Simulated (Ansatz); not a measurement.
According to the program Ansatz at the PBE level (PAW), InMo3C in the anti-perovskite structure (Pm-3m) relaxes to a = 4.214 Å. In has 12 nearest neighbours from 2.98 Å (cuboctahedral); C has 6 nearest neighbours from 2.11 Å (octahedral). Its formation energy from the elements is 0.17 eV/atom, with no fitted shifts.

Electronic character: metallic (no gap). Gap from PBE with spin–orbit coupling: none (metallic).

The bulk modulus is 222 GPa.

The start of the workflow was typed in or built on a structure type; neither database checked (COD, Materials Project) lists it. Whether it is the stable phase at ambient conditions was not checked. Symmetry was held in the PBE relaxation; whether a distortion lowers the energy is not shown. No spin polarisation was allowed. Its formation energy is positive at this level, so the cell may be metastable or incomplete. The references are the lowest solids computed at this level, not always the standard phases. Scalar-relativistic: spin–orbit coupling is off unless named, which matters more the heavier the elements.

Potentials: the earlier of the program's two PAW sets.
